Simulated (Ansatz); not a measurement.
# BN (P6_3mc), an elastic constant from a strain scan

All numbers below come from Ansatz, DFT PBE, scalar-relativistic, plane waves, PAW. Settings: plane waves to 420 eV, k-mesh 12×12×6 (Γ-centred), Gaussian smearing 0.05 eV. No spin polarisation. Energies are free energies at this smearing, counted from the undisturbed cell; pressure is positive in compression.

Reference structure (as given, not relaxed at this level; it stands at 0.0 GPa; this wurtzite form isn't the usual structure):

```xyz
4
Lattice="2.5539 0.0000 0.0000 -1.2770 2.2118 0.0000 0.0000 0.0000 4.2269" Properties=species:S:1:pos:R:3 pbc="T T T"
B     1.2770    0.7373    4.2257
B     0.0000    1.4745    2.1123
N     1.2770    0.7373    2.6430
N     0.0000    1.4745    0.5295
```

The cell is strained by ε times the Voigt pattern (1, 1, 0, 0, 0, 0) (xx, yy, zz, yz, xz, xy; engineering shear) with fractional coordinates fixed. The cell holds 4 atoms in V0 = 23.88 Å³. The stress column is τ = (1/V0) dE/dε, got from the stress tensor σ (compression positive) at each point as −det(1 + εP) σ : P(1 + εP)⁻¹, with P the pattern as a tensor.

```
      ε  ΔE (meV/atom)  τ (GPa)
-0.0200         16.839  -45.947
-0.0150          9.409  -33.893
-0.0100          4.199  -22.297
-0.0050          1.078  -11.137
 0.0000          0.000   -0.395
 0.0050          0.892    9.929
 0.0100          3.685   19.845
 0.0150          8.262   29.378
 0.0175         11.214   34.007
 0.0200              ?        ?
```

Which combination of elastic constants does this scan measure, and how large is it?

For small ε, τ = τ0 + Kε with K = pᵀCp, which for this pattern is C11 + C22 + 2 C12 in the Cartesian frame shown. The parabola through τ at ε = -0.0050, 0 and 0.0050 has slope K = 2107 GPa at zero. The energies per cell, E = NΔE, of the same two points give K = 2[E(ε₊)/ε₊ − E(ε₋)/ε₋]/[(ε₊ − ε₋)V0] = 2115 GPa, in agreement. These are clamped-ion values.

Predict the withheld row at ε = 0.0200 from the harmonic law, and compare.

ΔE = V0(τ0 ε + Kε²/2)/N = 15.403 meV/atom and τ = 41.74 GPa. The calculation gives 14.585 meV/atom and 38.54 GPa: the energy lies 5 % below the harmonic value, as bonds soften when stretched.

Forces appear on the atoms along this scan, and letting them relax would lower the energy and soften the response.